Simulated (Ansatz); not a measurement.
CsTi₄S₈:
```yaml
crystal:
  lattice:
    - [6.83739, 0.00000, 0.00000]
    - [-3.41870, 5.92136, 0.00000]
    - [0.00000, 0.00000, 8.69085]
  atoms:
    - { symbol: S, position: [0.33409, 0.16704, 0.83700] }
    - { symbol: S, position: [0.33333, 0.66667, 0.83698] }
    - { symbol: S, position: [0.83296, 0.16704, 0.83700] }
    - { symbol: S, position: [0.83296, 0.66591, 0.83700] }
    - { symbol: Ti, position: [0.00000, 0.00000, 0.00000] }
    - { symbol: Ti, position: [0.00000, 0.50000, 0.00000] }
    - { symbol: Ti, position: [0.50000, 0.00000, 0.00000] }
    - { symbol: Ti, position: [0.50000, 0.50000, 0.00000] }
    - { symbol: S, position: [0.16704, 0.33409, 0.16300] }
    - { symbol: S, position: [0.16704, 0.83296, 0.16300] }
    - { symbol: S, position: [0.66667, 0.33333, 0.16302] }
    - { symbol: S, position: [0.66591, 0.83296, 0.16300] }
    - { symbol: Cs, position: [0.00000, 0.00000, 0.50000] }
```

Relaxed with r²SCAN+D4. Special points in fractions of this cell's reciprocal vectors: Γ (0.000, 0.000, 0.000); M (0.500, 0.000, 0.000); K (0.333, 0.333, 0.000); A (0.000, 0.000, 0.500); L (0.500, 0.000, 0.500); H (0.333, 0.333, 0.500).

List the band energies nearest the Fermi level at these points for plane-wave PAW r²SCAN+D4 (Ansatz code).

In eV from the Fermi level; about four levels below and three above (degenerate sets whole), none deeper than 8.9 eV; points with the same levels are listed once.

```json
[
 {"k": "Γ", "below": "-0.59 -0.59 -0.25 -0.25 -0.21", "above": "0.23 0.23 0.75"},
 {"k": "M", "below": "-1.85 -1.81 -1.77 -1.72", "above": "0.11 0.16 0.78"},
 {"k": "K", "below": "-2.58 -1.84 -1.84 -1.76", "above": "0.53 0.57 0.57"},
 {"k": "A", "below": "-0.60 -0.60 -0.21 -0.20 -0.20", "above": "0.23 0.23 0.90"},
 {"k": "L", "below": "-1.83 -1.81 -1.79 -1.77", "above": "0.12 0.12 0.78"},
 {"k": "H", "below": "-2.62 -1.82 -1.80 -1.80", "above": "0.55 0.56 0.56"}
]
```

Space group P-3m1. The cell is a constructed one: a structure type filled with these elements; neither database checked (COD, Materials Project) lists it. Its standing as an ambient phase is unchecked. The r²SCAN+D4 relaxation kept the symmetry of its start; whether a distortion lowers the energy is not shown. No spin polarisation was allowed. With an odd number of electrons in the cell and no spin polarisation, the count alone makes it a metal. Scalar-relativistic: spin–orbit coupling is off unless named, which matters more the heavier the elements.

Potentials: the later of the program's two PAW sets.
